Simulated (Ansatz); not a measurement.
Values for one crystal, relaxed and computed with LDA (plane waves, PAW; program Ansatz); other levels are named.

| Quantity | Value |
|---|---|
| Volume per atom | 10.43 Å³ |
| Band gap | 3.66 eV (direct) |
| Formation energy from the elements (no fitted shifts) | -3.61 eV/atom |
| Valence-band maximum | at X |
| Zone-centre stability | no imaginary mode at Γ |
| Poisson's ratio | 0.31 |
| Conduction-band minimum | at X (3 equivalent valleys) |

Task: Which compound is it?
A. HfO2, fluorite
B. GeSe, Pnma (Ge on 4c, Se on 4c)
C. BaTiO3, R3m (Ba on 3a, Ti on 3a, O on 9b)
D. SnO2, rutile

Result: A, HfO2, fluorite

Space group Fm-3m (fluorite). This is a known high-temperature phase of the composition, computed here at zero pressure and temperature. Symmetry was held in the LDA relaxation. At this level the phase is dynamically unstable (imaginary phonons). No spin polarisation was allowed. The references are the lowest solids computed at this level, not always the standard phases (solids in place of the gases). Spin–orbit coupling is left out wherever it is not named.

Potentials: the earlier of the program's two PAW sets. The files were generated under PBE; for other functionals the program regenerates the frozen cores, and for LDA and PBEsol the local potential too.
